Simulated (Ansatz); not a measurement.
# P, one structure, two calculations

Cell: a Materials Project structure (computed, not necessarily an observed phase), taken as it stands.

```yaml
crystal:
  lattice:
    - [1.64774, -5.46504, 0.00000]
    - [1.64774, 5.46504, 0.00000]
    - [0.00000, 0.00000, 4.54364]
  atoms:
    - { symbol: P, position: [0.40414, 0.59586, 0.91118] }
    - { symbol: P, position: [0.59586, 0.40414, 0.08882] }
    - { symbol: P, position: [0.09586, 0.90414, 0.41118] }
    - { symbol: P, position: [0.90414, 0.09586, 0.58882] }
```

Atoms are numbered from 1 in the order listed; like atoms form one site, named after its first atom.

First run. Method: Kohn–Sham DFT in Ansatz, PBE, plane waves and PAW, scalar-relativistic, 420 eV cutoff, Γ-centred 10×10×7 k-points, Fermi–Dirac smearing 0.05 eV.

| site | atom | V_zz (10²¹ V/m²) | η |
| --- | --- | --- | --- |
| P | 1 | -8.04 | 0.05 |

Second run. The same atoms and settings, except that the functional is r2SCAN and the cutoff is 500 eV.

Task: What does the second run give?

Result: 

```tsv
site	atom	V_zz	η	change of V_zz
P	1	-8.45	0.07	-0.41
```

The largest change of V_zz is on P, from -8.04 to -8.45. The first run finds no gap above 0.1 eV, the second does.

For the first run: The largest force is 0.3 eV/Å, so the atoms aren't at the calculated equilibrium and relaxing them would move these values. With no gap above 0.1 eV, as in a metal, the gradients converge slowly in k; expect changes of a tenth or more on a denser mesh. Semilocal functionals make gaps too small and can close them, so the real compound need not be a metal.
For the second run: With a gap of 0.23 eV under a smearing of 0.05 eV the band edges are partly filled, so small gradients can hang on the smearing and the k-mesh.
